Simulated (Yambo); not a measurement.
G0W0@PBE for AlN (zinc blende, space group F-43m, No. 216) in Yambo. Reference settings: 6×6×6 Γ-centred k mesh, 76 bands and a 14 Ry block in the screening, 76 bands in G with the Bruneval-Gonze terminator, plasmon pole fitted at 27.2 eV. The PBE gap Γ → X on this mesh is 3.32 eV; G0W0 gaps are taken between the same points.

The settings were changed. The gap went from 4.60 eV to 4.56 eV, and the shift of the valence edge from -0.94 eV to -0.72 eV.

Problem. Which change was made?
A) 23 bands in W, 23 bands in G
B) pole fitted at 15 eV
C) 23 bands in G, no terminator
D) 23 bands in G

Solution. A, 23 bands in W, 23 bands in G. The others gave (gap, valence shift): pole fitted at 15 eV: 4.55, -0.82 eV; 23 bands in G: 4.66, -0.99 eV; 23 bands in G, no terminator: 4.22, -0.32 eV.

Geometry of the Materials Project entry, not relaxed at this level; primitive cell a = 3.0886 Å, b = 3.0886 Å, c = 3.0886 Å, α = 60.00°, β = 60.00°, γ = 60.00°.

This is not the ordinary phase of the substance; no match was found in the copy of COD used, and its stability was not checked.

A shift is the quasiparticle energy of the state minus its PBE energy.
